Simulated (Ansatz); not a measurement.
## Structures of W$_{3}$O: which is lowest?

Plane-wave DFT in Ansatz with scalar-relativistic PAW potentials, cutoff 420 eV, Γ-centred meshes chosen by cell and gap, Gaussian smearing with energies taken to zero width. Every cell was relaxed (cell and atoms) in a run of its own, within the symmetry of its start. Functional: PBE.

Relaxed structures (starts from databases or built by putting these elements on another compound's sites):
A. Pm-3n, 8 atoms in the computed cell, a = 4.885 Å; sites (symmetry × multiplicity) W -4m.2 × 6, O m-3. × 2; start: database
B. Pm-3m, 4 atoms in the computed cell, a = 3.888 Å; sites (symmetry × multiplicity) W 4/mm.m × 3, O m-3m × 1; start: built

Rank them by energy. Could pressure change the order?

| structure | group | E − E(lowest) (meV/atom) | V (Å³/atom) | gap on mesh (eV) |
| --- | --- | --- | --- | --- |
| A | Pm-3n | 0.0 | 14.57 | 0.00 |
| B | Pm-3m | 66 | 14.69 | 0.00 |

A is lowest, 66 meV/atom under B. The lowest is also the densest of these, so pressure wouldn't bring one of the others in at first order. Other structures may lie lower than all of these, and vibrations aren't counted.

Spin-orbit coupling is left out, which matters for the bands of heavy elements. Spin polarisation was left out, and a magnetic state may lie lower.